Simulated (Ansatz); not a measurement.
Data:

Relaxed KBr (rock salt):

```
KBr
1.0
    0.00000     6.70523     6.70523
    3.35261     3.35261     6.70523
    3.35261     3.35261     0.00000
Br K
2 2
Direct
  0.00000   0.00000   0.00000
  0.50000   0.00000   0.00000
  0.00000   0.50000   0.50000
  0.50000   0.50000   0.50000
```

A phonon eigenvector at X = (0.5, 0.5, 0.0) is frozen into this cell: atom i moves by Q times the vector below, so Q is the largest atomic displacement, in Å. The cell is held. It is one choice among 2 degenerate patterns. (q is in reciprocal vectors of the primitive cell; the cell shown is doubled to hold the pattern.)

```json
[
 {"atom": "Br1", "x": "0.000", "y": "-0.439", "z": "0.000"},
 {"atom": "Br2", "x": "0.000", "y": "0.439", "z": "0.000"},
 {"atom": "K3", "x": "0.000", "y": "-1.000", "z": "0.000"},
 {"atom": "K4", "x": "0.000", "y": "1.000", "z": "0.000"}
]
```

These are PBE (plane waves to 420 eV, PAW, scalar-relativistic; Ansatz, a first-principles code) values and carry that method's errors. k mesh 9×9×9 (Γ-centred), Fermi-Dirac smearing 0.05 eV. The energy includes the smearing's −TS. KBr was relaxed with its symmetry unable to fall. The zero of ΔE is the undisplaced structure.

The scan covers Q from -0.180 to 0.180 Å in 13 points.

### Question
Which space group does the distorted structure have?

### Answer
Cmcm (No. 63), lowered from Fm-3m.

### Question
What is the energy change at Q = 0.180 Å?

### Answer
77.5 meV/cell.

### Question
What harmonic wavenumber does the curvature at Q = 0 give?

### Answer
104 cm⁻¹.

(For displaced atoms, the force is minus the slope of the energy, and its curvature is a force constant, which sets phonon frequencies.)
